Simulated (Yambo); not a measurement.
G0W0@LDA for AgCl (rock salt, space group Fm-3m, No. 225) in Yambo. Reference settings: 4×4×4 Γ-centred k mesh, bands 5 to 100 and a 10 Ry block in the screening, 100 bands in G with the Bruneval-Gonze terminator, plasmon pole fitted at 27.2 eV. The LDA gap L → Γ on this mesh is 0.63 eV; G0W0 gaps are taken between the same points.

```json
[
 {"change from the reference": "reference settings", "G0W0 gap L → Γ (eV)": "2.31", "shift of the valence edge (eV)": "-1.09"},
 {"change from the reference": "55 bands in W, 55 bands in G, no terminator", "G0W0 gap L → Γ (eV)": "2.18", "shift of the valence edge (eV)": "-0.69"},
 {"change from the reference": "76 bands in W, 76 bands in G, 2 Ry block", "G0W0 gap L → Γ (eV)": "2.25", "shift of the valence edge (eV)": "-0.91"},
 {"change from the reference": "6×6×6 mesh", "G0W0 gap L → Γ (eV)": "2.29", "shift of the valence edge (eV)": "-1.08"},
 {"change from the reference": "6 Ry block", "G0W0 gap L → Γ (eV)": "2.25", "shift of the valence edge (eV)": "-0.96"},
 {"change from the reference": "24 bands in W, 24 bands in G, 8 Ry block", "G0W0 gap L → Γ (eV)": "2.70", "shift of the valence edge (eV)": "-0.81"},
 {"change from the reference": "55 bands in W, 55 bands in G, 8 Ry block", "G0W0 gap L → Γ (eV)": "2.36", "shift of the valence edge (eV)": "-0.98"},
 {"change from the reference": "38 bands in W, 38 bands in G, 8 Ry block", "G0W0 gap L → Γ (eV)": "(withheld)", "shift of the valence edge (eV)": "-0.91"}
]
```

Question: Estimate the withheld gaps from the other rows; the computed values follow.

Answer: 
- 38 bands in W, 38 bands in G, 8 Ry block, G0W0 gap L → Γ (eV): 2.44

The reference isn't shown to be the converged limit.

Spin-orbit coupling is not included.

Geometry relaxed with LDA; primitive cell a = b = c = 3.7866 Å, α = β = γ = 60.00°.

A shift is the quasiparticle energy of the state minus its LDA energy.
